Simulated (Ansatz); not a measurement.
Data:

HfSi:
Space group P6₃/mmc (No. 194); a = b = 3.738 Å, c = 6.653 Å, α = β = 90.00°, γ = 120.00°

```json
[
 {"atom": "Hf", "site": "2a", "symmetry": "-3m.", "x": "0.0000", "y": "0.0000", "z": "0.0000"},
 {"atom": "Si", "site": "2c", "symmetry": "-6m2", "x": "0.3333", "y": "0.6667", "z": "0.2500"}
]
```

This is the PBE-relaxed structure.

Task: All from the program Ansatz at the PBE level (PAW), unless another level is named. Estimate the electronic character.

Result: metallic (no gap).

Task: Next, the formation energy from the elements (no fitted shifts)?

Result: -0.44 eV/atom.

Task: Next, the density of states at the Fermi level?

Result: 0.28 states/eV per atom (mean over ±0.08 eV).

Space group P6_3/mmc (NiAs type). The cell is a constructed one: a structure type filled with these elements; neither database checked (COD, Materials Project) lists it. COD files the formula under space group No. 62, so this cell is another polymorph or a model. Its standing as an ambient phase is unchecked. Symmetry was held in the PBE relaxation; its stability against distortions is not shown here. No spin polarisation was allowed. The references are the lowest solids computed at this level, not always the standard phases. Scalar-relativistic: spin–orbit coupling is off unless named, which matters more the heavier the elements.

Potentials: the later of the program's two PAW sets.
